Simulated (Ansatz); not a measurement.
ZrB₂ (P6/mmm), relaxed and computed with several functionals in Ansatz (plane waves, PAW). Much of their spread follows the volume that each gives.

| functional | V (Å³/atom) | B₀ by P(V) fit (GPa) |
|---|---|---|
| LDA | 9.89 | ? |
| PBE | 10.28 | 238 |
| r²SCAN | 10.29 | 242 |
| PBEsol | 10.08 | 250 |

**Question.** Fit a straight line to ln B₀ against ln V and predict the withheld value.

**Answer.** Least squares on the 3 shown rows: ln B₀ = -2.00 × ln V + (10.142), with a scatter of 0.8 %. For LDA this gives 260. The run itself gave 260, a miss of 0.0 % of that.

All cells were relaxed under the symmetry of their starts (and spin orders); stability against distortions was not tested throughout. Named crystals with no word on spin ran without spin polarisation. Spin–orbit coupling is left out wherever it is not named.

Potentials: the earlier of the program's two PAW sets. The files were generated under PBE; for other functionals the program regenerates the frozen cores, and for LDA and PBEsol the local potential too.

Ansatz (an electronic-structure program) is a plane-wave DFT program.
